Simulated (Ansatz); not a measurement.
Here is the system:

Starting cell, InAs (zinc blende):

```yaml
crystal:
  lattice:
    - [0.00000, 6.10911, 6.10911]
    - [3.05455, 0.00000, 3.05455]
    - [3.05455, 3.05455, 0.00000]
  atoms:
    - { symbol: As, position: [0.37500, 0.75000, 0.75000] }
    - { symbol: As, position: [0.87500, 0.75000, 0.75000] }
    - { symbol: In, position: [0.00000, 0.00000, 0.00000] }
    - { symbol: In, position: [0.50000, 0.00000, 0.00000] }
```

Scan: atom 4 (In, nearest neighbour As at 2.645 Å; its periodic images, 4.3 Å or more away, move with it) is displaced along Cartesian [111], direction (0.577, 0.577, 0.577) in Cartesian axes, by s. The other atoms stay.

Level of theory: r2SCAN (plane waves to 500 eV, PAW, scalar-relativistic; Ansatz, an electronic-structure program). k mesh 4×8×8 (Γ-centred), Fermi-Dirac smearing 0.05 eV. E stands for the smeared free energy. InAs was relaxed with its symmetry unable to fall. ΔE is measured from the undisplaced structure.

The scan covers s from -0.530 to 0.530 Å in 11 points.

Q: Is the energy the same for displacements of ±0.530 Å, and if not, which side lies higher?

A: Not even: the negative side lies higher at ±0.530 Å. With its periodic images moving along, the atom's site symmetry in this cell is 3m.

Q: What is the energy change at s = 0.530 Å?

A: 585 meV/cell.

Q: What force acts on the atom along the line at s = -0.530 Å?

A: 9.60 eV/Å.

Q: What is the force constant k = d²E/ds² of this move at s = 0?

A: 7.38 eV/Å².

(For displaced atoms, the force is minus the slope of the energy, and its curvature is a force constant, which sets phonon frequencies.)
